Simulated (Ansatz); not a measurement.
### Question
Each is relaxed and computed with r²SCAN (plane waves, PAW; program Ansatz). Which is the only metal?
A. ZrCuGe, Pnma (Zr on 4c, Cu on 4c, Ge on 4c)
B. TaAsO5, Pnma (Pearson symbol oP28)
C. SnSe, Pnma (Sn on 4c, Se on 4c)
D. GeTePt, P2_13 (Ge on 4a, Te on 4a, Pt on 4a)

### Answer
A, ZrCuGe, Pnma (Zr on 4c, Cu on 4c, Ge on 4c). ZrCuGe: metal; SnSe: gap 1.01 eV (indirect); GeTePt: gap 0.37 eV (indirect); TaAsO5: gap 3.71 eV (direct). Standing as an ambient phase not checked: ZrCuGe, Pnma (Zr on 4c, Cu on 4c, Ge on 4c); GeTePt, P2_13 (Ge on 4a, Te on 4a, Pt on 4a); TaAsO5, Pnma (Pearson symbol oP28). Weakly bound layers, chains or molecules computed without a dispersion correction, so cells and soft constants are ill determined: SnSe, Pnma (Sn on 4c, Se on 4c). All cells were relaxed under the symmetry of their starts (and spin orders); stability against distortions was not tested throughout. Rows with no word on spin ran without spin polarisation. Spin–orbit coupling is left out wherever it is not named.

Potentials: the earlier of the program's two PAW sets.
